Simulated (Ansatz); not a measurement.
Relaxed InSb (zinc blende):

```yaml
crystal:
  lattice:
    - [0.00000, 3.31730, 3.31730]
    - [3.31730, 0.00000, 3.31730]
    - [3.31730, 3.31730, 0.00000]
  atoms:
    - { symbol: Sb, position: [0.75000, 0.75000, 0.75000] }
    - { symbol: In, position: [0.00000, 0.00000, 0.00000] }
```

In each cell atom 1 (Sb, nearest neighbour In at 2.873 Å; its periodic images, 4.7 Å or more away, move with it) moves by s·(0.000, 0.000, 1.000) (along Cartesian z), the rest being held.

The numbers are results of PBE (plane waves to 420 eV, PAW, scalar-relativistic; Ansatz, a program for electronic structure), not measurements. k mesh 10×10×10 (Γ-centred), Fermi-Dirac smearing 0.05 eV. E stands for the smeared free energy. Stress and pressure are positive under compression. With partly filled bands, energies and forces of such displacements shift with the k mesh and the smearing. F∥ is the force on the atom along that direction. At this level the bands of InSb touch or barely overlap; measurements give the solid a gap. InSb was relaxed with its symmetry unable to fall. Spin-orbit coupling is left out, though Sb is heavy. ΔE is measured from the undisplaced structure.

```csv
s (Å),ΔE (meV/cell),F∥ (eV/Å),P (GPa)
-0.290,?,1.612,1.1
-0.232,156,1.315,0.7
-0.174,?,1.004,0.4
-0.116,40,0.679,0.2
-0.058,10,0.341,0.1
0.000,0,0.000,0.0
0.058,10,-0.341,0.1
0.116,40,-0.679,0.2
0.174,?,-1.004,0.4
0.232,156,-1.315,0.7
0.290,?,-1.612,1.1
```

Q: What belongs in the gaps?

A: 
- -0.290, ΔE (meV/cell): 241
- -0.174, ΔE (meV/cell): 88
- 0.174, ΔE (meV/cell): 88
- 0.290, ΔE (meV/cell): 241

(A displaced cell: forces are minus the slopes of the energy, force constants its curvatures, and phonons follow from these.)
